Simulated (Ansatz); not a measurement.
Zr:
```cif
data_Zr2
_chemical_formula_sum 'Zr2'
_space_group_name_H-M_alt 'P63/mmc'
_space_group_IT_number 194
_space_group_name_Hall '-P 6c 2c'
_cell_length_a 3.14264
_cell_length_b 3.14264
_cell_length_c 5.09168
_cell_angle_alpha 90.000
_cell_angle_beta 90.000
_cell_angle_gamma 120.000
loop_
_atom_site_label
_atom_site_type_symbol
_atom_site_symmetry_multiplicity
_atom_site_Wyckoff_symbol
_atom_site_fract_x
_atom_site_fract_y
_atom_site_fract_z
_atom_site_occupancy
Zr1 Zr 2 d 0.66667 0.33333 0.25000 1
```

Relaxed with LDA.

Which orbitals make up the states near the Fermi level in LDA in the plane-wave PAW code Ansatz?

Within 0.5 eV of the Fermi level: Zr 4d 89 %, Zr 5s 5 %. Projections are on Löwdin-orthogonalised atomic valence shells; empty p or d shells of many metals are not among them.

Tabulate the density of states.

States/eV per cell of 2 atoms, in 0.25 eV bins, energy from the Fermi level.

| E (eV) | total | Zr 4d | Zr 5s | Zr 4p |
|---|---|---|---|---|
| -5.85 | 0.00 | 0.00 | 0.00 | 0.00 |
| -5.60 | 0.06 | 0.00 | 0.05 | 0.00 |
| -5.35 | 0.10 | 0.00 | 0.09 | 0.00 |
| -5.10 | 0.14 | 0.00 | 0.12 | 0.00 |
| -4.85 | 0.18 | 0.00 | 0.16 | 0.00 |
| -4.60 | 0.22 | 0.01 | 0.19 | 0.01 |
| -4.35 | 0.26 | 0.01 | 0.22 | 0.01 |
| -4.10 | 0.32 | 0.03 | 0.26 | 0.01 |
| -3.85 | 0.39 | 0.05 | 0.30 | 0.01 |
| -3.60 | 0.49 | 0.09 | 0.36 | 0.02 |
| -3.35 | 0.77 | 0.27 | 0.45 | 0.02 |
| -3.10 | 1.94 | 1.23 | 0.63 | 0.03 |
| -2.85 | 2.03 | 1.41 | 0.55 | 0.04 |
| -2.60 | 2.43 | 1.89 | 0.47 | 0.04 |
| -2.35 | 2.72 | 2.29 | 0.36 | 0.04 |
| -2.10 | 2.49 | 2.16 | 0.26 | 0.04 |
| -1.85 | 1.84 | 1.60 | 0.18 | 0.04 |
| -1.60 | 1.92 | 1.68 | 0.17 | 0.04 |
| -1.35 | 2.51 | 2.31 | 0.13 | 0.04 |
| -1.10 | 2.60 | 2.41 | 0.09 | 0.04 |
| -0.85 | 3.10 | 2.83 | 0.15 | 0.05 |
| -0.60 | 3.04 | 2.71 | 0.18 | 0.05 |
| -0.35 | 1.13 | 0.97 | 0.10 | 0.02 |
| -0.10 | 1.37 | 1.22 | 0.08 | 0.02 |
| 0.15 | 3.50 | 3.18 | 0.16 | 0.04 |
| 0.40 | 3.16 | 2.83 | 0.17 | 0.03 |
| 0.65 | 3.09 | 2.75 | 0.18 | 0.03 |
| 0.90 | 3.29 | 2.86 | 0.21 | 0.03 |
| 1.15 | 3.44 | 2.95 | 0.24 | 0.03 |
| 1.40 | 3.70 | 3.25 | 0.20 | 0.02 |
| 1.65 | 2.68 | 2.34 | 0.12 | 0.02 |
| 1.90 | 1.77 | 1.55 | 0.07 | 0.01 |
| 2.15 | 1.58 | 1.42 | 0.04 | 0.00 |
| 2.40 | 1.48 | 1.40 | 0.02 | 0.00 |
| 2.65 | 1.39 | 1.32 | 0.02 | 0.00 |
| 2.90 | 1.36 | 1.30 | 0.02 | 0.00 |
| 3.15 | 1.33 | 1.27 | 0.03 | 0.00 |
| 3.40 | 1.34 | 1.28 | 0.03 | 0.00 |
| 3.65 | 1.39 | 1.31 | 0.04 | 0.00 |
| 3.90 | 1.62 | 1.52 | 0.06 | 0.00 |

Space group P6_3/mmc (hcp (Mg type)). The cell was relaxed with LDA under the symmetry of its start. The run is not spin-polarised. Scalar-relativistic: spin–orbit coupling is off unless named, which matters more the heavier the elements.

Potentials: the later of the program's two PAW sets.
